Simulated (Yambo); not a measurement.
G0W0@LDA for Rb₂NaYF₆ (space group Fm-3m, No. 225) in Yambo. Reference settings: 2×2×2 Γ-centred k mesh, bands 2 to 272 and a 7 Ry block in the screening, 272 bands in G with the Bruneval-Gonze terminator, plasmon pole fitted at 27.2 eV. The LDA gap Γ → Γ on this mesh is 6.10 eV; G0W0 gaps are taken between the same points.

The settings were changed. The gap went from 10.10 eV to 6.79 eV, and the shift of the valence edge from -2.39 eV to 1.91 eV.

**Question.** Which change was made?
(A) exchange cut at 5 Ry
(B) 1×1×1 mesh
(C) 74 bands in W, 74 bands in G, 3 Ry block
(D) 74 bands in W, 74 bands in G, 2 Ry block

**Answer.** A, exchange cut at 5 Ry. The others gave (gap, valence shift): 1×1×1 mesh: 10.05, -2.33 eV; 74 bands in W, 74 bands in G, 2 Ry block: 11.62, -3.37 eV; 74 bands in W, 74 bands in G, 3 Ry block: 11.10, -2.77 eV.

Geometry of the Materials Project entry, not relaxed at this level; primitive cell a = 6.3829 Å, b = 6.3829 Å, c = 6.3829 Å, α = 60.00°, β = 60.00°, γ = 60.00°.

A shift is the quasiparticle energy of the state minus its LDA energy.
